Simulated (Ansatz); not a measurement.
Mg (hcp, Mg type)

```
CELL_PARAMETERS angstrom
      3.18616     0.00000     0.00000
     -1.59308     2.75930     0.00000
      0.00000     0.00000     5.22349
ATOMIC_POSITIONS crystal
  Mg 0.33333 0.66667 0.75000
  Mg 0.66667 0.33333 0.25000
```

Method: PBE (plane waves to 420 eV, PAW, scalar-relativistic; Ansatz, a first-principles code). DFPT wavenumbers on a 18×18×10 k mesh, in cm⁻¹ and rounded to 5; i marks imaginary ones, q is in fractions of the reciprocal vectors of the cell shown, and the three acoustic modes at Γ are left out. Mg was relaxed with its symmetry unable to fall. The PAW data are Ansatz's earlier set.

**Question.** Does any mode at Γ, M = (0.5, 0.0, 0.0), A = (0.0, 0.0, 0.5), L = (0.5, 0.0, 0.5) come out imaginary?

**Answer.** No imaginary mode at these points (lowest 90 cm⁻¹ at A = (0.0, 0.0, 0.5)); other wave vectors were not tested.

**Question.** Predict the phonon wavenumbers at Γ, M = (0.5, 0.0, 0.0), A = (0.0, 0.0, 0.5), L = (0.5, 0.0, 0.5).

**Answer.** 
```
q                              wavenumbers (cm⁻¹)
-------------------  ----------------------------
Γ                                   120 (×2), 240
M = (0.5, 0.0, 0.0)  125, 125, 180, 195, 225, 240
A = (0.0, 0.0, 0.5)             90 (×4), 175 (×2)
L = (0.5, 0.0, 0.5)  155 (×2), 155 (×2), 245 (×2)
```
